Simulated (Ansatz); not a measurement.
## Energy against volume for EuO (rock salt)

EuO (rock salt)

```xyz
2
Lattice="0.0000 2.4828 2.4828 2.4828 0.0000 2.4828 2.4828 2.4828 0.0000" Properties=species:S:1:pos:R:3 pbc="T T T"
O      0.0000     0.0000     0.0000
Eu     2.4828     2.4828     2.4828
```

E(V) scan at fixed shape, V₀ the volume above. Symmetry pins the atoms to their sites.

Method: PBEsol (plane waves to 420 eV, PAW, scalar-relativistic; Ansatz, a first-principles code). k mesh 16×16×16 (Γ-centred), Fermi-Dirac smearing 0.05 eV. The energy includes the smearing's −TS. Compression counts positive. EuO is run spin-polarised and with no Hubbard U. EuO was relaxed with its symmetry unable to fall. Relaxed EuO ends ferromagnetic. The relaxed volume of EuO is well below the measured one. The magnetic order is the one the run started from; other orders were not tried. The f-shell state is unchecked: a lower one may exist. The zero of ΔE is the relaxed starting cell.

| a (Å) | ΔE (meV/atom) | moment (μB/cell) | P (GPa) |
|---|---|---|---|
| 4.7941 | 66 | 6.81 | 15.2 |
| 4.8381 | 35 | 6.84 | 10.6 |
| 4.8813 | 15 | 6.85 | 6.5 |
| 4.9238 | 4 | 6.87 | 3.0 |
| 4.9655 | 0 | 6.89 | 0.0 |
| 5.0065 | 3 | 6.91 | -2.6 |
| 5.0469 | 12 | 6.93 | -4.8 |
| 5.0867 | 26 | 6.94 | -6.8 |
| 5.1258 | 44 | 6.95 | -8.5 |

Derived quantities:

```
Quantity                                                  Result
-------------------------------------------------  -------------
Pressure at the smallest volume                         15.2 GPa
Energy cost of the largest compression               66 meV/atom
Energy cost of the largest expansion                 44 meV/atom
Bulk modulus B₀ (third-order Birch-Murnaghan fit)        112 GPa
Pressure derivative B₀′ (fit)                                4.9
Equilibrium volume of the fit                      15.31 Å³/atom
Pressure for 5 % compression (fit)                       6.5 GPa
```

The 9 points together took roughly 2.1 core-minutes.

(Under strain, the slope of the energy per volume gives the stress and its curvature an elastic modulus.)
